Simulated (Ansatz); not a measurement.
BiAu$_{2}$:
```yaml
crystal:
  lattice:
    - [0.00000, 3.97225, 3.97225]
    - [3.97225, 0.00000, 3.97225]
    - [3.97225, 3.97225, 0.00000]
  atoms:
    - { symbol: Bi, position: [0.00000, 0.00000, 0.00000] }
    - { symbol: Bi, position: [0.25000, 0.25000, 0.25000] }
    - { symbol: Au, position: [0.62500, 0.62500, 0.12500] }
    - { symbol: Au, position: [0.62500, 0.12500, 0.62500] }
    - { symbol: Au, position: [0.62500, 0.62500, 0.62500] }
    - { symbol: Au, position: [0.12500, 0.62500, 0.62500] }
```

Relaxed with PBEsol. Special points in fractions of this cell's reciprocal vectors: Γ (0.000, 0.000, 0.000); X (0.500, 0.000, 0.500); U (0.625, 0.250, 0.625); K (0.375, 0.375, 0.750); L (0.500, 0.500, 0.500); W (0.500, 0.250, 0.750).

Problem. List the band energies nearest the Fermi level at these points for plane-wave PAW PBEsol (Ansatz code).

Solution. In eV from the Fermi level; about four levels below and three above (degenerate sets whole), none deeper than 8.9 eV; points with the same levels are listed once.

| k | below | above |
|---|---|---|
| Γ | -2.01 -2.01 -2.01 -1.58 -1.58 -1.58 | 0.07 0.07 0.07 |
| X | -3.09 -3.09 -1.41 -1.41 | 1.31 1.31 3.06 3.06 |
| U | -3.04 -2.76 -1.41 -1.17 | 0.07 0.48 2.23 |
| L | -2.68 -1.91 -1.91 -1.58 | 0.36 0.68 0.68 |
| W | -1.19 -1.19 -0.39 -0.39 | 2.99 2.99 3.34 3.34 |

Space group Fd-3m (cubic Laves (MgCu2 type)). The workflow started from a Materials Project entry (that database holds measured and hypothetical structures alike); the Crystallography Open Database files this formula in space group No. 227, but the cells were not matched. Its standing as an ambient phase is unchecked. Symmetry was held in the PBEsol relaxation; of distortions, only those at the zone centre were tested. Spin–orbit coupling is left out wherever it is not named.

Potentials: the later of the program's two PAW sets.
